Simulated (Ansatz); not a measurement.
# CaZnSi₂O₆ — field gradients at the nuclei

The cell is a computed structure from the Materials Project (it need not be an observed phase).

Space group C2/c (No. 15); a = 9.9643, b = 9.0983, c = 5.3247 Å, β = 106.32°.

| site | Wyckoff | site symmetry | x | y | z |
| --- | --- | --- | --- | --- | --- |
| Ca | 4e | 2 | 0.5000 | 0.2027 | 0.2500 |
| Zn | 4e | 2 | 0.5000 | 0.5960 | 0.2500 |
| Si | 8f | 1 | 0.2862 | 0.0921 | 0.7307 |
| O9 | 8f | 1 | 0.3489 | 0.0175 | 0.4971 |
| O13 | 8f | 1 | 0.3613 | 0.2470 | 0.8234 |
| O17 | 8f | 1 | 0.1164 | 0.9105 | 0.1439 |

One atom of each set is listed; the run and its k-mesh use a cell of 20 atoms with edges of 6.75, 6.75, 5.32 Å.

The numbers come from a DFT calculation in Ansatz (PBE, plane waves and PAW, scalar-relativistic, 420 eV cutoff, Γ-centred 3×3×4 k-points, Fermi–Dirac smearing 0.02 eV).

C_Q = eQV_zz/h, which is 24.18 MHz for Q = 1 b and V_zz = 10²¹ V/m²; η = (V_xx − V_yy)/V_zz.

⁴³Ca: I = 7/2, Q = -40.80 mb; ⁶⁷Zn: I = 5/2, Q = 122.0 mb; 17O: I = 5/2, Q = -25.58 mb. Q values from Pyykkö, Mol. Phys. 116, 1328 (2018).

Problem. Give the quadrupolar parameters of the distinct sites.

Solution. 

```csv
site,atoms,first shell,V_zz (10²¹ V/m²),η,C_Q (MHz)
Ca,2,8 O at 2.34–2.82 Å,3.97,0.98,-3.92
Zn,2,6 O at 2.09–2.21 Å,-1.91,0.62,-5.64
Si,4,4 O at 1.61–1.70 Å,-4.31,0.49,–
O9,4,"2 Si at 1.68–1.70 Å, angle 137°; also 2 Ca at 2.64–2.82 Å",8.31,0.20,-5.14
O13,4,"1 Si at 1.61 Å, 1 Zn at 2.10 Å, 1 Ca at 2.34 Å",6.42,0.10,-3.97
O17,4,"1 Si at 1.62 Å, 2 Zn at 2.09–2.21 Å; also 1 Ca at 2.37 Å",5.26,0.45,-3.25
```

At O13 and O17 V_zz points along its shortest bond, to Si (within 11°) in each case. At O9 V_zz runs parallel to the line that joins its two neighbours (within 4°).

Si has no stable isotope with a ground-state quadrupole moment in the table, so no C_Q is given.

Where η is near 1 the sign of V_zz means little.

The run took 22 s of wall time (22 s of CPU time) and 0.67 GiB at its peak, on 1 thread of Intel Xeon Platinum 8488C (Sapphire Rapids) (x86_64; 2 cores open to the job, memory cap 2.5 GiB, no GPU), a shared host with a load of 0.6 a core.
